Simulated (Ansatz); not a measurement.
Consider a crystal of Cs3Pb2S3 in space group P6/mmm (No. 191), with Cs on 1a and 2c; Pb on 2d; S on 3g.

The calculation used Ansatz, DFT PBE, scalar-relativistic, plane waves, PAW. Cutoff 420 eV, Γ-centred mesh, Gaussian smearing, no spin polarisation.

The zero of energy is the elements' standard structures at the same level; no fitted shifts are applied.

Problem. Predict the relaxed structure.

Solution.

Space group P6/mmm (No. 191). a = 9.430 Å, b = 9.430 Å, c = 6.904 Å, α = 90.00°, β = 90.00°, γ = 120.00°
```tsv
atom	site	symmetry	x	y	z
Cs	1a	6/mmm	0.0000	0.0000	0.0000
Cs	2c	-6m2	0.3333	0.6667	0.0000
Pb	2d	-6m2	0.3333	0.6667	0.5000
S	3g	mmm	0.5000	0.0000	0.5000
```

Around Cs on a site of symmetry 6/mmm lie 6 Cs at 5.44 Å and 12 S at 5.84 Å; Cs on a site of symmetry -6m2 has 2 Pb at 3.45 Å, 6 S at 4.40 Å and 6 Cs at 5.44 Å; Pb is surrounded by 3 S at 2.72 Å and 2 Cs at 3.45 Å; around S lie 2 Pb at 2.72 Å, 4 Cs at 4.40 Å, 4 S at 4.71 Å and 4 Cs at 5.84 Å. Another local minimum with the same sites may exist.

Problem. And its energy and gap?

Solution. The formation energy is −0.24 eV/atom. The gap on the 6×6×6 mesh of the 8-atom cell is 0 eV (a metal). A negative formation energy is needed for stability but isn't enough: competing phases decide.

The last run used Gaussian smearing of 0.10 eV. These runs have no spin–orbit coupling, which can matter for Pb. An odd number of electrons in the primitive cell allows no gap without spin; a larger cell or a magnetic state could open one. The reference form of S is held partly by dispersion forces, which this level lacks. A structure relaxed within its symmetry needn't be a true minimum.
